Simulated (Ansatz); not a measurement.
CaP in space group P-62m (No. 189; Ca on 3g, Ca on 3f, P on 4h, P on 2e) at seven volumes, r²SCAN in the plane-wave PAW code Ansatz, shape and atoms relaxed at each. One row is withheld.

```json
[
 {"V (Å³/atom)": "21.922", "P (GPa)": "6.46"},
 {"V (Å³/atom)": "22.645", "P (GPa)": "3.97"},
 {"V (Å³/atom)": "23.367", "P (GPa)": "?"},
 {"V (Å³/atom)": "24.090", "P (GPa)": "0.00"},
 {"V (Å³/atom)": "24.813", "P (GPa)": "-1.57"},
 {"V (Å³/atom)": "25.535", "P (GPa)": "-2.91"},
 {"V (Å³/atom)": "26.258", "P (GPa)": "-4.05"}
]
```

Task: Fit the shown pressures and predict the withheld one.

Result: P = (3/2)B₀(x^(7/2) − x^(5/2))[1 + (3/4)(B′ − 4)(x − 1)] with x = (V₀/V)^(2/3). Least squares on the six rows gives V₀ = 24.090 Å³/atom, B₀ = 56.3 GPa, B′ = 4.17. At V = 23.367, x = 1.0205 and P = 1.83 GPa. The run itself gave 1.83 GPa.

The workflow started from a Materials Project entry (that database holds measured and hypothetical structures alike); the Crystallography Open Database copy checked does not list it. Whether it is the stable phase at ambient conditions was not checked. The cell was relaxed with r²SCAN under the symmetry of its start; whether a distortion lowers the energy is not shown.

Potentials: the later of the program's two PAW sets.
